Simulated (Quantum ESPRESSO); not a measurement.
# Where does Si sit best among Ge sites?

The results below are calculated, not measured. They come from pw.x of Quantum ESPRESSO 7.5, a plane-wave density functional program, with PseudoDojo standard norm-conserving files (v0.5 for PBE, v0.4.1 for LDA and PBEsol). The cells are made up: elements, strain and atom displacements were drawn at random, and nothing was relaxed. There is no spin polarisation, spin-orbit coupling or dispersion term.

The cell has 8 sites of a zincblende or diamond lattice. Sites 1 to 4 hold X X X X; sites 5 to 8 hold Ga N Ge Ge. Cell vectors in Å: (5.823, 0.027, -0.049); (0.027, 5.885, 0.022); (-0.049, 0.022, 5.814). Settings: PBE, cutoff 1143 eV, 6 x 6 x 6 k mesh shifted by half a step, Fermi-Dirac smearing of 0.1 eV.

In each run one of the sites marked X holds Si and the others hold Ge; cell and positions stay the same. E is the free energy of the cell.

```
site of the guest,first shell,mean distance (Å),E above the lowest (eV),P (GPa),force on the guest (eV/Å)
1,GaGe2N,2.507,0.041,-4.93,1.522
2,GaGe2N,2.622,0.157,-4.79,2.740
3,GaGe2N,2.506,0.000,-4.94,2.941
4,GaGe2N,2.508,0.026,-4.94,2.101
```

A rerun of one of these cells at 1437 eV and k mesh 8 x 8 x 8 moved values by no more than 0.003 eV in the cell's energy, 0.02 GPa in stress and 0.008 eV/Å in force.

## Reading the table

Site 3 is lowest, by 0.026 eV, over three times the rerun's bound. A straight line of energy against the mean distance has a slope of 1.2 ± 0.3 eV/Å, so the guest costs less on the tighter sites. The positions are random and not relaxed, so the differences hold for this frozen cell and are not site preferences of a real crystal.